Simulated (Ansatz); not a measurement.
Q: Name crystals whose computed values (plane-wave PAW LDA (Ansatz code)) fall in these windows: G_Hill (GPa) 110 to 150; highest Γ mode, no LO–TO term (cm⁻¹) 380 to 480; Θ_D (K) 560 to 720.

A: 

```
crystal                            G_Hill (GPa)  highest Γ mode, no LO–TO term (cm⁻¹)  Θ_D (K)
---------------------------------  ------------  ------------------------------------  -------
CoSi, P2_13 (Co on 4a, Si on 4a)            133                                   444      664
Al2Ru, Fddd (Al on 16f, Ru on 8b)           115                                   475      588
TiS, P-6m2 (Ti on 1e, S on 1b)              120                                   397      686
```
Others may fit too.

Standing as an ambient phase not checked: Al2Ru, Fddd (Al on 16f, Ru on 8b); TiS, P-6m2 (Ti on 1e, S on 1b). All cells were relaxed under the symmetry of their starts (and spin orders); stability against distortions was not tested throughout. Rows with no word on spin ran without spin polarisation. Spin–orbit coupling is left out wherever it is not named.

Potentials: the later of the program's two PAW sets.
